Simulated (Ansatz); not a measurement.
Si3N4:
```
Si3N4
1.0
    0.00000     3.87188     3.87188
    3.87188     0.00000     3.87188
    3.87188     3.87188     0.00000
Si N
6 8
Cartesian
  4.83985   4.83985   4.83985
  4.83985   2.90391   2.90391
  2.90391   4.83985   2.90391
  2.90391   2.90391   4.83985
  1.93594   1.93594   1.93594
  0.00000   0.00000   0.00000
  6.71812   6.71812   6.71812
  6.71812   4.89753   4.89753
  4.89753   6.71812   4.89753
  4.89753   4.89753   6.71812
  2.96159   2.96159   2.96159
  2.96159   4.78218   4.78218
  4.78218   2.96159   4.78218
  4.78218   4.78218   2.96159
```

Relaxed with PBEsol. Special points in fractions of this cell's reciprocal vectors: Γ (0.000, 0.000, 0.000); X (0.500, 0.000, 0.500); U (0.625, 0.250, 0.625); K (0.375, 0.375, 0.750); L (0.500, 0.500, 0.500); W (0.500, 0.250, 0.750).

**Question.** List the band energies nearest the valence-band maximum at these points for PBEsol (plane waves, PAW; program Ansatz).

**Answer.** In eV from the valence-band maximum; about four levels below and three above (degenerate sets whole), none deeper than 8.9 eV; points with the same levels are listed once.

| k | below | above |
|---|---|---|
| Γ | -0.18 -0.18 -0.18 -0.04 -0.04 -0.04 | 3.29 3.29 3.29 |
| X | -1.13 -1.13 -0.46 -0.46 | 6.59 6.59 6.92 6.92 |
| U | -1.48 -1.23 -1.02 -0.23 | 6.13 6.61 6.86 |
| L | -0.48 -0.48 -0.36 -0.36 | 4.87 5.67 5.67 |
| W | -1.07 -1.07 -0.77 -0.77 | 6.58 6.58 7.12 7.12 |

Space group Fd-3m. The PBEsol relaxation kept the symmetry of its start; of distortions, only those at the zone centre were tested.

Potentials: the later of the program's two PAW sets.
